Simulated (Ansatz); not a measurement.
ZrGeS in space group P4/nmm (No. 129; Zr on 2c, Ge on 2a, S on 2c) under volume change, the program Ansatz at the LDA level (PAW), shape and atoms relaxed at each volume.

```csv
V (Å³/atom),E − E(relaxed) (meV/atom),P (GPa)
15.379,___,___
15.886,___,___
16.393,7.0,4.55
16.900,0.0,0.00
17.407,6.2,-3.85
17.914,23.8,-7.13
18.421,50.8,-9.90
```

Q: What belongs in the gaps?

A: 
- 15.886, E − E(relaxed) (meV/atom): 29.6
- 15.886, P (GPa): 9.92
- 15.379, E − E(relaxed) (meV/atom): 70.7
- 15.379, P (GPa): 16.22

Q: What does a third-order Birch–Murnaghan fit give for V₀, B₀ and B′?

A: V₀ = 16.90 Å³/atom, B₀ = 139 GPa, B′ = 4.5.

The workflow started from a Materials Project entry (that database holds measured and hypothetical structures alike); the Crystallography Open Database files this formula in space group No. 129, but the cells were not matched. Its standing as an ambient phase is unchecked. Symmetry was held in the LDA relaxation; whether a distortion lowers the energy is not shown. The run is not spin-polarised. Scalar-relativistic: spin–orbit coupling is off unless named, which matters more the heavier the elements.

Potentials: the later of the program's two PAW sets.
